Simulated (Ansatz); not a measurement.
Si3Ge in space group P-4m2 (No. 115; Si on 2g, Si on 1a, Ge on 1c), DFT-PBEsol in the program Ansatz with PAW potentials. The conduction-band minimum lies at M, with 1 equivalent valley. Second derivatives d²E/dk² of the lowest band at one valley (eV·Å²), along Cartesian directions:

```csv
direction,d²E/dk²
[100],19.22
[010],19.22
[001],41.90
[110],19.12
[101],30.43
[011],30.43
```

Q: Find the principal effective masses, the density-of-states mass and the conductivity mass.

A: Off-diagonal terms follow from H_xy = H[110] − (H_xx + H_yy)/2, and m*/mₑ = 7.620 eV·Å² over each eigenvalue: 0.18, 0.39, 0.40. One valley's DOS mass (m₁m₂m₃)^(1/3) = 0.31, conductivity mass 3/(Σ 1/mᵢ) = 0.28 mₑ.

Q: What effective density of states Nc follows at 300 K for parabolic valleys?

A: Nc = 2.509e19 × 1 × (0.31)^(3/2) ≈ 4.3e18 cm⁻³.

The start of the workflow was typed in or built on a structure type; neither database checked (COD, Materials Project) lists it. Whether it is the stable phase at ambient conditions was not checked. The cell was relaxed with PBEsol under the symmetry of its start; its stability against distortions is not shown here. Spin–orbit coupling is left out wherever it is not named.

Potentials: the later of the program's two PAW sets.

Edges and masses are those of Kohn–Sham bands, whose gap is no quasiparticle gap.
